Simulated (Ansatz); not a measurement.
A generator proposed this cell of InRuS3.

```cif
data_structure
_symmetry_space_group_name_H-M 'R3m:H'
_symmetry_Int_Tables_number 160
_cell_length_a 6.3726
_cell_length_b 6.3726
_cell_length_c 7.8048
_cell_angle_alpha 90.000
_cell_angle_beta 90.000
_cell_angle_gamma 120.000
_cell_volume 274.49
loop_
_atom_site_label
_atom_site_type_symbol
_atom_site_symmetry_multiplicity
_atom_site_Wyckoff_symbol
_atom_site_fract_x
_atom_site_fract_y
_atom_site_fract_z
_atom_site_occupancy
In1 In 3 a 0.00000 0.00000 0.47303 1
Ru1 Ru 3 a 0.00000 0.00000 0.97303 1
S1 S 9 b 0.83333 0.16667 0.16667 1
```

These are results of DFT PBE, scalar-relativistic, plane waves, PAW in Ansatz 0.2.0, not measurements. Plane waves to 420 eV, a k mesh through Γ of 4×4×4 on the computed 5-atom cell and Gaussian smearing (0.10 eV); collinear spin from starting moments 0.0 1.0 0.0 0.0 0.0 μB.

Energies over the elements count from the elements' standard structures at the same level, with no fitted energy shifts.

Question: Estimate its pressure, forces and energy as it stands.

Answer: The pressure is 14.4 GPa (the mean over three directions, positive in compression), the largest force is 1.60 eV/Å, and the energy is +0.23 eV/atom against the elements. The shortest distance is 2.14 Å.

Question: How much does it gain on relaxing, and where does it end?

Answer: Relaxing gains about 0.22 eV/atom (the start's value is from the coarse mesh, so the gain is rough) in 21 ionic steps and ends at +0.01 eV/atom on the finer mesh. The symmetry stays R3m (No. 160). The volume per atom grows by 14.5 %, from 18.3 to 20.9 Å³. The shortest distance goes from 2.14 Å (Ru–S) to 2.25 Å (Ru–S). Conventional cell: a = 6.632 Å, c = 8.248 Å. Around In lie 3 S at 2.69 Å; Ru is surrounded by 3 S at 2.25 Å and 3 S at 2.55 Å; S is surrounded by 1 Ru at 2.25 Å, 1 Ru at 2.55 Å and 1 In at 2.69 Å.

The last run used a 12×12×12 mesh for its 5-atom cell and Gaussian smearing of 0.10 eV. For metals, differences of a few meV/atom aren't resolved. An odd number of electrons in the primitive cell allows no gap without spin; a larger cell or a magnetic state could open one. The reference form of S is held partly by dispersion forces, which this level lacks. The relaxation can't lower the symmetry of the start. A structure relaxed within its symmetry needn't be a true minimum.
